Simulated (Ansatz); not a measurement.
Computed properties of Ru

Ru:
```
CELL_PARAMETERS angstrom
      2.69225     0.00000     0.00000
     -1.34613     2.33156     0.00000
      0.00000     0.00000     8.64344
ATOMIC_POSITIONS crystal
  Ru 0.00000 0.00000 0.00000
  Ru 0.66667 0.33333 0.25000
  Ru 0.00000 0.00000 0.50000
  Ru 0.33333 0.66667 0.75000
```

Space group P6_3/mmc (No. 194), dhcp (α-La type); conventional cell a = b = 2.6923 Å, c = 8.6434 Å, α = β = 90.00°, γ = 120.00°.

Method: the program Ansatz at the r²SCAN level (PAW). Structure relaxed to zero pressure with the same functional. Other levels are named where they apply.

**Cell and energy**

Volume per atom: 13.56 Å³
Density: 12.37 g/cm³

**Electronic structure**

- Electronic character = metallic (no gap)
- Density of states at the Fermi level = 1.1 states/eV per atom (mean over ±0.08 eV)
- Gap with spin–orbit coupling = none (metallic)

**Mechanics**

- Bulk modulus (Birch–Murnaghan fit): 333 GPa
- Pressure derivative B′: 4.8
- Elastic constants (relaxed ions, GPa): C11 = 608, C12 = 199, C13 = 181, C33 = 667, C44 = 177
- Mechanical stability: stable (all eigenvalues of C positive)
- Hill bulk and shear moduli: 334 and 199 GPa
- Young's modulus: 498 GPa
- Poisson's ratio: 0.25
- Debye temperature from the elastic constants: 556 K

The start of the workflow was typed in or built on a structure type. Its sites differ from those of the usual phase in this space group: another stacking or structure type. The r²SCAN relaxation kept the symmetry of its start; whether a distortion lowers the energy is not shown. No spin polarisation was allowed. As this level gives no gap, shear constants depend on the k-mesh and smearing (Fermi–Dirac, 0.1 eV here). Axis ratios of metals converge slowly with the k-mesh, so a and c are less sure than the volume. On the denser mesh and wider smearing of the elastic run this cell carries a stress of 0.7 GPa. Scalar-relativistic: spin–orbit coupling is off unless named, which matters more the heavier the elements.

Potentials: the earlier of the program's two PAW sets.
